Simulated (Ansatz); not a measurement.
ScCl in space group R-3m (No. 166; Sc on 6c, Cl on 6c), the program Ansatz at the PBEsol level (PAW), all energies at zero smearing, with the estimated change up to a 700 eV cutoff added, with one set of potentials and settings (totals compare only within such a set). Cell of 4 atoms (2 Sc, 2 Cl): -6350.199 eV.

| element | reference phase | E (eV/atom) |
|---|---|---|
| Sc | P6_3/mmc, 2 atoms in the cell | -2111.3699 |
| Cl | Cmce, 4 atoms in the cell | -1060.8120 |

Formation energy per atom, worked out: (-6350.199 − 2×(-2111.3699) − 2×(-1060.8120))/4 = -1.459 eV/atom (-141 kJ per mol of atoms), at 0 K, without zero-point energy or fitted corrections.

The first step of the workflow began from a Materials Project structure, measured or hypothetical; the Crystallography Open Database files this formula in space group No. 166, but the cells were not matched. Whether it is the stable phase at ambient conditions was not checked. The cell was relaxed with PBEsol under the symmetry of its start; whether a distortion lowers the energy is not shown. Magnetic state: ferromagnetic, chosen from 5 collinear starts compared on coarse meshes (ties went to the first, and starts can fall back to one state), not a proven ground state. No Hubbard U is applied. A crystal of weakly bound layers computed without a dispersion correction: the cell and the soft elastic constants depend strongly on that. The references are the lowest solids computed at this level, not always the standard phases (solids in place of the gases).

Potentials: the later of the program's two PAW sets.
